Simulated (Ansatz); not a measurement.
# What a change of settings does: Ni (fcc type)

First run: DFT, PBE, all-electron LAPW, scalar-relativistic (Ansatz 0.2.0).

Command: `ansatz run input.yaml --threads 3 --pin off --max-ram 9216MiB --backend cpu --events-out ev --progress --plain --runs-dir out` It took 59 s on 3 threads of Arm Neoverse V1 (shared host), peak memory 1.3 GiB.

```yaml
crystal:
  lattice:
    - [1.760263382, 1.760263382, 0.0]
    - [-1.760263382, 1.760263382, 0.0]
    - [0.0, 0.0, 3.5205267641]
  atoms:
    - { symbol: Ni, position: [0.0, 0.0, 0.0], spin: 1.0 }
    - { symbol: Ni, position: [0.5, 0.5, 0.5], spin: 1.0 }
magnetization:
  spin_polarized: true
kpoints:
  mp_grid: { grid: [16, 16, 12] }
scf:
  occupations: { method: fermi_dirac, width: 0.1 }
hamiltonian:
  xc: pbe
  pseudopotentials: { kind: all_electron, lapw: { basis_error: 0.001 } }
output:
  forces: true
  stress: true
  eigenvalues: true
```

The base cell comes from a relaxation on PAW files under the same functional.

This run: bulk in the slab's orientation.

It converges in 9 SCF iterations at a pressure of -0.04 GPa, cell moment 1.25 μB.

The input is then changed:

```diff
   occupations: { method: fermi_dirac, width: 0.1 }
+  convergence: { dr2_threshold: 1.0e-20 }
+  max_iter: 50
 hamiltonian:
```

**Question.** Does this change harm the result?

**Answer.** Not here: the run converges in 18 SCF iterations at a pressure of -0.04 GPa, cell moment 1.25 μB, free energy 0.0 meV/atom against the first run's, and its energy lies within 1 meV/atom of the first run's.
